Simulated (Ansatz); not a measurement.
NaTl₂GaF₆:
```xyz
10
Lattice="0.0000 4.2016 4.2016 4.2016 0.0000 4.2016 4.2016 4.2016 0.0000" Properties=species:S:1:pos:R:3 pbc="T T T"
Na     4.2016     4.2016     4.2016
Tl     2.1008     2.1008     2.1008
Tl     6.3024     6.3024     6.3024
Ga     0.0000     0.0000     0.0000
F      6.4983     4.2016     4.2016
F      1.9048     4.2016     4.2016
F      4.2016     6.4983     4.2016
F      4.2016     1.9048     4.2016
F      4.2016     4.2016     6.4983
F      4.2016     4.2016     1.9048
```

Relaxed with r²SCAN.

Give the Bader charges and basin volumes of the independent atoms, the program Ansatz at the r²SCAN level (PAW).



| atom | Bader charge (e) | Bader volume (Å³) |
|---|---|---|
| Na1 | +0.91 | 7.9 |
| Tl2 | +0.89 | 25.9 |
| Ga4 | +2.18 | 6.4 |
| F5 | -0.81 | 13.7 |

Space group Fm-3m. The workflow started from a Materials Project entry (that database holds measured and hypothetical structures alike); the Crystallography Open Database copy checked does not list it. Its standing as an ambient phase is unchecked. The cell was relaxed with r²SCAN under the symmetry of its start; its stability against distortions is not shown here. Spin–orbit coupling is left out wherever it is not named.

Potentials: the later of the program's two PAW sets.
